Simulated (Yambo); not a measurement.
A G0W0@PBEsol run in Yambo for LuBi2BrO4 (space group P4/mmm, No. 123) (4×4×1 Γ-centred k mesh, bands 2 to 219 and a 7 Ry block in the screening, 219 bands in G with the Bruneval-Gonze terminator, plasmon pole fitted at 27.2 eV) gives these matrix elements, in eV, at the band edges (M → Γ):

```json
[
 {"state": "valence edge", "E0": "0.000", "<Vxc>": "-22.416", "<Σx>": "-27.220", "<Σc(E0)>": "4.897", "Z": "0.776"},
 {"state": "conduction edge", "E0": "1.179", "<Vxc>": "-11.304", "<Σx>": "-8.264", "<Σc(E0)>": "-2.954", "Z": "0.837"}
]
```

Task: Solve the linearised quasiparticle equation for both states, give the gap, and say how exchange and correlation each act on it.

Result: E = E0 + Z(Σx + Σc − Vxc). Valence: 0.000 + 0.776 × (-27.220 + (4.897) − (-22.416)) = 0.07 eV. Conduction: 1.179 + 0.837 × (-8.264 + (-2.954) − (-11.304)) = 1.25 eV. The gap is 1.18 eV, against 1.18 eV in PBEsol. Replacing Vxc by bare exchange alone would open it by 7.84 eV; correlation takes back 7.85 eV of that, and Z scales what is left. Nearest settings tried, and what they do to the gap: 94 bands in G: +74 meV. Not varied: bands in W, block, mesh. So the settings aren't converged at that level. Spin-orbit coupling is left out; with 6p states at a band edge it can lower the gap by many tenths of an eV, most of a small gap. The 4f states are in the valence at their DFT position.

The standard potential for Bi keeps a d shell in the valence without the s and p states of that shell. In tests on such compounds this moved G0W0 gaps by up to about 0.9 eV, so absolute quasiparticle energies here are unreliable; differences between settings are what counts.

Geometry relaxed with PBE+D3(BJ); primitive cell a = b = 3.859 Å, c = 9.109 Å, α = β = γ = 90.00°.
